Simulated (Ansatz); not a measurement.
# What DFT gives for YbSi12

```yaml
crystal:
  lattice:
    - [0.00000, 4.77595, 4.77595]
    - [4.77595, 0.00000, 4.77595]
    - [4.77595, 4.77595, 0.00000]
  atoms:
    - { symbol: Yb, position: [0.00000, 0.00000, 0.00000] }
    - { symbol: Si, position: [0.50000, 0.50000, 0.83848] }
    - { symbol: Si, position: [0.83848, 0.16152, 0.50000] }
    - { symbol: Si, position: [0.50000, 0.50000, 0.16152] }
    - { symbol: Si, position: [0.16152, 0.83848, 0.50000] }
    - { symbol: Si, position: [0.83848, 0.50000, 0.50000] }
    - { symbol: Si, position: [0.50000, 0.83848, 0.16152] }
    - { symbol: Si, position: [0.16152, 0.50000, 0.50000] }
    - { symbol: Si, position: [0.50000, 0.16152, 0.83848] }
    - { symbol: Si, position: [0.83848, 0.50000, 0.16152] }
    - { symbol: Si, position: [0.50000, 0.83848, 0.50000] }
    - { symbol: Si, position: [0.16152, 0.50000, 0.83848] }
    - { symbol: Si, position: [0.50000, 0.16152, 0.50000] }
```

The numbers come from plane-wave PAW DFT (Ansatz): r2SCAN, with U_eff = 4.4 eV on Yb f (all-electron-ortho-atomic projectors), no spin polarisation, 500 eV, 4×4×4 Γ-centred k points, fermi-dirac occupations (width 0.0404 eV). Nothing was relaxed.

Forces: The largest is on Si6 (and as large on other atoms): 1.07 eV/Å, components (0.00, 0.75, 0.75). It makes 0° with the line to a nearest neighbour, Si8 at 2.18 Å, pointing towards it.
Charges: Bader charges in e: Yb +1.48, Si -0.12. In the mean Yb gives up most and Si takes most.
Stress: The pressure is 24.4 GPa (compression positive), so with the atoms held at these fractions the cell would first expand; the forces are large, so a full relaxation may end otherwise.
At the Fermi level: It is a metal, with about 7 states/eV a cell as the mean within 0.25 eV of the Fermi level, mostly Si p (61 %) and Si s (24 %).

Origin: a known structure type with other elements, at an estimated volume, so it need not be a known compound. Caveats: no spin polarisation, so a magnetic state may lie lower; atoms or cell far from equilibrium.
